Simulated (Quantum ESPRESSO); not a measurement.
## Solid-state NMR card for La2O3

```
CELL_PARAMETERS angstrom
      3.93078     0.00000     0.00000
     -1.96539     3.40416     0.00000
      0.00000     0.00000     6.11195
ATOMIC_POSITIONS crystal
  La 0.66667 0.33333 0.75376
  La 0.33333 0.66667 0.24624
  O  0.66667 0.33333 0.35411
  O  0.33333 0.66667 0.64589
  O  0.00000 0.00000 0.00000
```
The cell comes from the Materials Project (a computed structure). It is La2O3 in P-3m1. Stability against distortions was not tested. The run has no spin polarisation.

These are absolute shieldings with no macroscopic susceptibility term; δ = σ_ref − σ needs a reference computed alike. By our sweeps, such settings leave a few ppm in absolute σ on light atoms and up to some 20 ppm from Zn on. No spin–orbit coupling; La is the heaviest element present. PBE places the empty d or f states of La too low, which is known to distort σ on and beside such ions. Static lattice: thermal averaging is not included.

Shieldings of H and of elements past Ba are not listed.

Ω = σ33 − σ11 of the symmetric part; where symmetry doesn't make it nil, it is less certain than σ_iso.

Question: What do the calculations give at each independent site (shieldings by GIPAW with PBE in a modified build of Quantum ESPRESSO, on JTH PAW datasets, 30 Ha, k-mesh 5×5×3 shifted, f-sum rule met within 0.004 %)?

Answer: 
```json
[
 {"site": "La (atoms 1, 2)", "site symmetry": "3m", "σ_iso (ppm)": "–", "span Ω (ppm)": "–"},
 {"site": "O1 (atoms 3, 4)", "site symmetry": "3m", "σ_iso (ppm)": "-461", "span Ω (ppm)": "195"},
 {"site": "O2 (atom 5)", "site symmetry": "-3m", "σ_iso (ppm)": "-380", "span Ω (ppm)": "94"}
]
```
